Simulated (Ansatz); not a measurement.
One crystal and one scan (energy against volume) at two levels, r2SCAN+rVV10 (plane waves to 500 eV, PAW, scalar-relativistic; Ansatz, a program for electronic structure) and PBE-D3(BJ) (plane waves to 420 eV, PAW, scalar-relativistic; Ansatz), each from its own relaxed cell and on its own mesh. The cell shown is that of r2SCAN+rVV10.

SnO (litharge type, space group P4/nmm)

```
CELL_PARAMETERS angstrom
      3.79274     0.00000     0.00000
      0.00000     3.79274     0.00000
      0.00000     0.00000     4.76440
ATOMIC_POSITIONS crystal
  Sn 0.50000 0.00000 0.24062
  Sn 0.00000 0.50000 0.75938
  O  0.00000 0.00000 0.00000
  O  0.50000 0.50000 0.00000
```

The volume is varied about the relaxed value V₀ at fixed cell shape. The atoms relax within the cell's symmetry.

E stands for the smeared free energy. SnO was relaxed with its symmetry unable to fall. The PAW data are Ansatz's earlier set. With the shape held, the modulus is that of even scaling; a crystal free to change shape is softer. Percentages come from the unrounded values. Both scans cover V/V₀ from 0.840 to 1.160.

Results of r2SCAN+rVV10:

```
Quantity                                                                     Value
---------------------------------------------------------------------------  -----
Lattice constant a (Å)                                                       3.793
Lattice constant c (Å)                                                       4.764
Relaxed volume (Å³/atom)                                                     17.13
Pressure at the smallest volume (GPa)                                         13.5
Energy cost of the largest compression (meV/atom)                               95
Energy cost of the largest expansion (meV/atom)                                 60
Bulk modulus at fixed cell shape B₀ (third-order Birch-Murnaghan fit) (GPa)   54.0
Pressure derivative B₀′ (fit)                                                  3.7
Pressure for 5 % compression (fit) (GPa)                                       3.0
```

**Question.** Estimate the PBE-D3(BJ) values.

**Answer.** 
| quantity | PBE-D3(BJ) | r2SCAN+rVV10 − PBE-D3(BJ) |
|---|---|---|
| Lattice constant a (Å) | 3.836 | -0.043 (-1.1 %) |
| Lattice constant c (Å) | 4.757 | +0.007 (+0.1 %) |
| Relaxed volume (Å³/atom) | 17.50 | -0.37 (-2.1 %) |
| Pressure at the smallest volume (GPa) | 12.3 | +1.2 (+10 %) |
| Energy cost of the largest compression (meV/atom) | 90 | +5 (+6 %) |
| Energy cost of the largest expansion (meV/atom) | 53 | +7 (+12 %) |
| Bulk modulus at fixed cell shape B₀ (third-order Birch-Murnaghan fit) (GPa) | 48.4 | +5.6 (+12 %) |
| Pressure derivative B₀′ (fit) | 4.1 | -0.4 (-10 %) |
| Pressure for 5 % compression (fit) (GPa) | 2.8 | +0.2 (+10 %) |

r2SCAN+rVV10 gives the higher value for: pressure at the smallest volume; energy cost of the largest compression; energy cost of the largest expansion; bulk modulus at fixed cell shape B₀. r2SCAN+rVV10 gives the lower value for: lattice constant a; relaxed volume; pressure derivative B₀′. They agree on: lattice constant c (within 0.2 %). (r2SCAN+rVV10) At this level the bands of SnO touch or barely overlap; measurements give the solid a gap. (PBE-D3(BJ)) At this level the bands of SnO touch or barely overlap; measurements give the solid a gap. Neither level is exact: the differences show how much the result hangs on the functional.

(Under strain, the slope of the energy per volume gives the stress and its curvature an elastic modulus.)
